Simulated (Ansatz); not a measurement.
# Data sheet: W$_{3}$N (DFT)

W₃N in space group Fm-3m (No. 225; N on 4a, W on 4b, W on 8c), a = 6.069 Å, b = 6.069 Å, c = 6.069 Å, α = 90.00°, β = 90.00°, γ = 90.00°; the cell used has 4 atoms.

Space group Fm-3m (No. 225); conventional cell a = b = c = 6.0690 Å, α = β = γ = 90.00°.

Method: plane-wave PAW PBEsol (Ansatz code). Geometry: relaxed at this level of theory. Other levels are named where they apply.

Cell and energy:

- Volume per atom: 13.97 Å³
- Density: 16.80 g/cm³
- Formation energy from the elements (no fitted shifts): 1.37 eV/atom

Electronic structure:

- Electronic character = metallic (no gap)
- Density of states at the Fermi level = 0.97 states/eV per atom (mean over ±0.08 eV)
- Gap with spin–orbit coupling = none (metallic)

Mechanics:

- Bulk modulus (Birch–Murnaghan fit): 261 GPa
- Pressure derivative B′: 3.9
- Elastic constants (relaxed ions, GPa): C11 = 218, C12 = 282, C44 = -113
- Mechanical stability: unstable (C has a negative eigenvalue)

Phonons:

- Highest zone-centre frequency: 150 cm⁻¹
- Zone-centre stability: unstable, softest mode 431i cm⁻¹

A made-up cell: these elements were put on the sites of a structure type; neither database checked (COD, Materials Project) lists it. Its standing as an ambient phase is unchecked. The PBEsol relaxation kept the symmetry of its start. No spin polarisation was allowed. With an odd number of electrons in the cell and no spin polarisation, the count alone makes it a metal. As this level gives no gap, shear constants depend on the k-mesh and smearing (Fermi–Dirac, 0.1 eV here). As this level gives no gap, phonon frequencies hold no LO–TO term and depend on the k-mesh and smearing (Fermi–Dirac, 0.1 eV here). The references are the lowest solids computed at this level, not always the standard phases (solids in place of the gases). Spin–orbit coupling is left out wherever it is not named.

Potentials: the earlier of the program's two PAW sets. The files were generated under PBE; for other functionals the program regenerates the frozen cores, and for LDA and PBEsol the local potential too.
